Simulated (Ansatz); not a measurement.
The cell below belongs to a search over invented structures; it isn't taken from experiment.

Input and command of a plane-wave DFT calculation in Ansatz:

```yaml
crystal:
  lattice:
    - [3.7, 0.0, 0.0]
    - [-1.85, 3.20429399, 0.0]
    - [0.0, 0.0, 9.57]
  atoms:
    - { symbol: La, position: [0.33333333, 0.66666667, 0.335] }
    - { symbol: La, position: [0.66666667, 0.33333333, 0.665] }
    - { symbol: Hf, position: [0.33333333, 0.66666667, 0.88] }
    - { symbol: Hf, position: [0.66666667, 0.33333333, 0.12] }
    - { symbol: O, position: [0.66666667, 0.33333333, 0.408] }
    - { symbol: O, position: [0.33333333, 0.66666667, 0.592] }
basis:
  ecutwfc: 420
kpoints:
  mp_grid: { grid: [5, 5, 2] }
hamiltonian:
  xc: pbe
scf:
  occupations: { method: gaussian, width: 0.2 }
  lower_state_search: "off"
output:
  forces: true
  stress: true
  eigenvalues: true
relax:
  adjacent_minimum: "off"
  f_tol: 0.08
  max_steps: 16
  cell: { stress_tol: 0.8 }
```

```bash
ansatz run input.yaml --threads 1 --pin off --max-ram 2560MiB --backend cpu --events-out ev --progress --plain --runs-dir out
```

Processor: Intel(R) Xeon(R) Platinum 8259CL CPU @ 2.50GHz (Skylake/Cascade Lake), 1 thread, on a host shared with other jobs.

**Question.** Estimate time, memory and problem size.

**Answer.** About 63 s, peak memory 0.53 GiB. It solves 52 bands at 10 k points (after reduction by symmetry) with about 2835 plane waves (on the last cell), in 75 SCF iterations over 10 ionic steps.
